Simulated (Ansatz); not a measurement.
This run works on a proposed trial structure, not on a known crystal.

Input and command of a plane-wave DFT calculation in Ansatz:

```yaml
crystal:
  lattice:
    - [6.1590140032, 0.0, 0.0]
    - [0.0, 7.9796494621, 0.0]
    - [-0.1800357283, 0.0, 6.5782094086]
  atoms:
    - { symbol: Nb, position: [0.0, 0.1747905821, 0.25] }
    - { symbol: Nb, position: [0.0, 0.8252094179, 0.75] }
    - { symbol: Sn, position: [0.5, 0.3120123513, 0.75] }
    - { symbol: Sn, position: [0.5, 0.6879876487, 0.25] }
    - { symbol: Se, position: [0.7467092983, 0.3840346048, 0.1090408148] }
    - { symbol: Se, position: [0.2532907017, 0.3840346048, 0.3909591852] }
    - { symbol: Se, position: [0.217796819, 0.0842163445, 0.9390161989] }
    - { symbol: Se, position: [0.782203181, 0.0842163445, 0.5609838011] }
    - { symbol: Se, position: [0.7467092983, 0.6159653952, 0.6090408148] }
    - { symbol: Se, position: [0.2532907017, 0.6159653952, 0.8909591852] }
    - { symbol: Se, position: [0.217796819, 0.9157836555, 0.4390161989] }
    - { symbol: Se, position: [0.782203181, 0.9157836555, 0.0609838011] }
basis:
  ecutwfc: 420
kpoints:
  mp_grid: { grid: [4, 2, 4] }
hamiltonian:
  xc: pbe
scf:
  occupations: { method: gaussian, width: 0.1 }
  lower_state_search: "off"
output:
  forces: true
  stress: true
  eigenvalues: true
  populations: true
magnetization:
  spin_polarized: true
```

```bash
ansatz run input.yaml --threads 1 --pin off --max-ram 2560MiB --backend cpu --events-out ev --progress --plain --runs-dir out
```

Processor: Arm Neoverse V1, 1 thread, on a host shared with other jobs.

Problem. How long does it run, and how much memory does it take?

Solution. About 2.4 min, peak memory 1.3 GiB. It solves 110 bands at 20 k points (after reduction by symmetry) with about 6337 plane waves, in 17 SCF iterations.
